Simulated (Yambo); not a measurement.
Absorption of LiNO₃ (space group R-3c, No. 167) with and without the electron-hole interaction (Yambo, PBEsol bands; 6×6×6 mesh, 10 valence and 4 conduction bands, static screening with 59 bands and a 3 Ry block, scissor 4.07 eV, Tamm-Dancoff; field along x). Axes are Cartesian, with cell vectors (Å) (2.33, 1.34, 4.95), (-2.33, 1.34, 4.95), (0.00, -2.69, 4.95).

| E (eV) | Im ε, BSE | Im ε, independent quasiparticles |
|---|---|---|
| 2.46 | 0.02 | 0.01 |
| 2.56 | 0.02 | 0.02 |
| 2.66 | 0.02 | 0.02 |
| 2.76 | 0.02 | 0.02 |
| 2.86 | 0.02 | 0.02 |
| 2.96 | 0.02 | 0.02 |
| 3.06 | 0.02 | 0.02 |
| 3.16 | 0.02 | 0.02 |
| 3.26 | 0.02 | 0.02 |
| 3.36 | 0.02 | 0.02 |
| 3.46 | 0.03 | 0.02 |
| 3.56 | 0.03 | 0.02 |
| 3.66 | 0.03 | 0.02 |
| 3.76 | 0.03 | 0.02 |
| 3.86 | 0.03 | 0.02 |
| 3.96 | 0.03 | 0.02 |
| 4.06 | 0.03 | 0.03 |
| 4.16 | 0.04 | 0.03 |
| 4.26 | 0.04 | 0.03 |
| 4.36 | 0.04 | 0.03 |
| 4.47 | 0.05 | 0.03 |
| 4.57 | 0.05 | 0.03 |
| 4.67 | 0.06 | 0.03 |
| 4.77 | 0.06 | 0.03 |
| 4.87 | 0.08 | 0.04 |
| 4.97 | 0.10 | 0.04 |
| 5.07 | 0.14 | 0.04 |
| 5.17 | 0.19 | 0.04 |
| 5.27 | 0.16 | 0.04 |
| 5.37 | 0.12 | 0.05 |
| 5.47 | 0.11 | 0.05 |
| 5.57 | 0.11 | 0.05 |
| 5.67 | 0.12 | 0.06 |
| 5.77 | 0.13 | 0.06 |
| 5.87 | 0.15 | 0.06 |
| 5.97 | 0.18 | 0.07 |
| 6.07 | 0.23 | 0.07 |
| 6.17 | 0.31 | 0.08 |
| 6.27 | 0.36 | 0.08 |
| 6.37 | 0.37 | 0.09 |
| 6.47 | 0.42 | 0.10 |
| 6.57 | 0.54 | 0.11 |
| 6.67 | 0.66 | 0.12 |
| 6.77 | 0.87 | 0.13 |
| 6.87 | 1.32 | 0.14 |
| 6.97 | 2.04 | 0.16 |
| 7.07 | 2.63 | 0.18 |
| 7.17 | 2.84 | 0.21 |
| 7.27 | 3.13 | 0.25 |
| 7.38 | 3.37 | 0.29 |
| 7.48 | 2.86 | 0.37 |
| 7.58 | 2.42 | 0.48 |
| 7.68 | 2.20 | 0.65 |
| 7.78 | 2.04 | 0.81 |
| 7.88 | 2.09 | 1.00 |
| 7.98 | 2.29 | 1.23 |
| 8.08 | 2.41 | 1.59 |
| 8.18 | 2.66 | 2.17 |
| 8.28 | 2.92 | 2.92 |
| 8.38 | 3.39 | 3.86 |
| 8.48 | 3.69 | 5.14 |
| 8.58 | 4.10 | 5.97 |
| 8.68 | 4.30 | 6.47 |
| 8.78 | 4.54 | 6.56 |
| 8.88 | 4.49 | 6.49 |
| 8.98 | 3.83 | 6.43 |
| 9.08 | 2.93 | 6.12 |
| 9.18 | 2.07 | 5.87 |
| 9.28 | 1.42 | 5.97 |
| 9.38 | 1.00 | 5.79 |

The scissor comes from a G0W0 run whose convergence isn't established. Broadening 0.15 eV. The band window holds all transitions up to 13.7 eV. Fine structure above the onset can come from the mesh.

Geometry of the Materials Project entry, not relaxed at this level; primitive cell a = 5.6283 Å, b = 5.6283 Å, c = 5.6283 Å, α = 48.85°, β = 48.85°, γ = 48.85°.

The structure is a Materials Project entry; no match was found in the copy of COD used, and its stability was not checked.
